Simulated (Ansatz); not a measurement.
Method: Ansatz 0.2.0, DFT PBE, scalar-relativistic, plane waves, PAW. All cells share a 420 eV cutoff and Γ-centred k meshes spaced about 0.3 Å⁻¹ or finer (0.25 for metals, 2π included). No spin polarisation in the final relaxations.

Temperature and zero-point effects are left out. All come from trial cells, and lower structures may exist.

**Question.** Order these relaxed structures of GaSn₄S₃ by energy, lowest first, with the energy over the lowest of them.
A. Space group Pm-3m (No. 221), cubic, a = 5.814 Å. Ga is surrounded by 6 S at 2.91 Å; around Sn on a site of symmetry 4/mmm lie 2 Sn at 2.91 Å and 4 S at 2.91 Å; Sn on a site of symmetry m-3m is surrounded by 6 Sn at 2.91 Å; S is surrounded by 2 Ga at 2.91 Å and 4 Sn at 2.91 Å.
B. Space group P4/mmm (No. 123), tetragonal, a = 4.099 Å, c = 11.667 Å. Ga is surrounded by 6 Sn at 2.90–2.91 Å; Sn on a site of symmetry 4mm has 5 S at 2.90–2.92 Å and 1 Ga at 2.91 Å; around Sn on a site of symmetry 4/mmm lie 4 Ga at 2.90 Å and 2 S at 2.96 Å; S on a site of symmetry 4/mmm is surrounded by 6 Sn at 2.90–2.92 Å; 2 more sites not described.
C. Space group Pm-3m (No. 221), cubic, a = 5.792 Å. Around Ga lie 6 Sn at 2.90 Å; Sn on a site of symmetry 4/mmm has 2 Ga at 2.90 Å and 4 S at 2.90 Å; Sn on a site of symmetry m-3m is surrounded by 6 S at 2.90 Å; S is surrounded by 6 Sn at 2.90 Å.
D. Space group P4/nmm (No. 129), tetragonal, a = 4.110 Å, c = 24.279 Å. Ga has 6 Sn at 2.88–3.06 Å; around Sn on its first site lie 1 S at 2.64 Å and 4 S at 2.91 Å; around Sn on its second site lie 1 S at 2.66 Å, 4 S at 2.91 Å and 1 Ga at 3.06 Å; around S on its first site lie 1 Sn at 2.66 Å and 4 Sn at 2.91 Å; 4 more sites not described.

**Answer.** C (0 meV/atom), D (13 meV/atom), B (45 meV/atom), A (72 meV/atom). Forms: C Pm-3m; D P4/nmm; B P4/mmm; A Pm-3m. Counting S atoms around Ga and Sn (those within 1.25 times the shortest such distance or 1.15 times the sum of covalent radii; the shortest distance is added where it is long for a bond; a slash parts the counts of unlike sites): C has Ga 12 from 4.1 Å, Sn 4 from 2.9 Å/6 from 2.9 Å; D has Ga 4 from 4.4 Å, Sn 1 from 3.2 Å/1+4; B has Ga 8 from 4.1 Å, Sn 2 from 3.0 Å/5 from 2.9 Å/6; A has Ga 6 from 2.9 Å, Sn 4 from 2.9 Å/12 from 4.1 Å.

For metals, differences of a few meV/atom aren't resolved. No dispersion correction is applied, so the spacing and binding between layers, chains or molecules are poorly described (P4/nmm), and this can change margins and order among such cells. In Pm-3m at 24.3 Å³/atom, P4/mmm, Pm-3m at 24.6 Å³/atom an odd number of electrons in the primitive cell allows no gap without spin; a larger cell or a magnetic state could open one. Cells relaxed within their symmetry can be saddle points; a later kick test found a lower structure for GaSn4S3 P4/mmm. Some structure types and database cells were kept out of the candidates from the start, so a known form may be missing.
